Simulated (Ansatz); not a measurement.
Consider the following.

SnC:
```
CELL_PARAMETERS angstrom
      3.55341     0.00000     0.00000
     -1.77670     3.07734     0.00000
      0.00000     0.00000     5.81818
ATOMIC_POSITIONS crystal
  Sn 0.33333 0.66667 0.00025
  C  0.66667 0.33333 0.12475
  Sn 0.66667 0.33333 0.50025
  C  0.33333 0.66667 0.62475
```

This is the PBEsol-relaxed structure. x, y and z are the axes in which the lattice vectors are written.

All from DFT-PBEsol in the program Ansatz with PAW potentials, unless another level is named. Give the formation energy from the elements (no fitted shifts).

0.77 eV/atom.

Give the hole effective mass, band 1 of 2 at the edge.

1.3 along x, 1.2 along z (mₑ).

What about the electron effective mass?

0.087, 0.10, 0.10 mₑ (principal values).

Space group P6_3mc (wurtzite). The start of the workflow was typed in or built on a structure type; neither database checked (COD, Materials Project) lists it. Whether it is the stable phase at ambient conditions was not checked. The cell was relaxed with PBEsol under the symmetry of its start; whether a distortion lowers the energy is not shown. Its formation energy is positive at this level, so the cell may be metastable or incomplete. The references are the lowest solids computed at this level, not always the standard phases. Scalar-relativistic: spin–orbit coupling is off unless named, which matters more the heavier the elements.

Potentials: the later of the program's two PAW sets.

Edges and masses are those of Kohn–Sham bands, whose gap is no quasiparticle gap.
